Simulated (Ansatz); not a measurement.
LaN (zinc blende, F-43m), plane-wave PAW r²SCAN (Ansatz code). The conduction-band minimum lies at Γ, with 1 equivalent valley. Second derivatives d²E/dk² of the lowest band at one valley (eV·Å²), along Cartesian directions:

| direction | d²E/dk² |
|---|---|
| [100] | 18.87 |
| [010] | 18.87 |
| [001] | 18.87 |
| [110] | 18.87 |
| [101] | 18.87 |
| [011] | 18.87 |

Q: Find the principal effective masses, the density-of-states mass and the conductivity mass.

A: Off-diagonal terms follow from H_xy = H[110] − (H_xx + H_yy)/2, and m*/mₑ = 7.620 eV·Å² over each eigenvalue: 0.40, 0.40, 0.40. One valley's DOS mass (m₁m₂m₃)^(1/3) = 0.40, conductivity mass 3/(Σ 1/mᵢ) = 0.40 mₑ.

Q: What effective density of states Nc follows at 300 K for parabolic valleys?

A: Nc = 2.509e19 × 1 × (0.40)^(3/2) ≈ 6.3e18 cm⁻³.

The start of the workflow was typed in or built on a structure type; neither database checked (COD, Materials Project) lists it. COD files the formula under space group No. 225. Whether it is the stable phase at ambient conditions was not checked. The r²SCAN relaxation kept the symmetry of its start; its stability against distortions is not shown here. Scalar-relativistic: spin–orbit coupling is off unless named, which matters more the heavier the elements.

Potentials: the earlier of the program's two PAW sets.

Edges and masses are those of Kohn–Sham bands, whose gap is no quasiparticle gap.
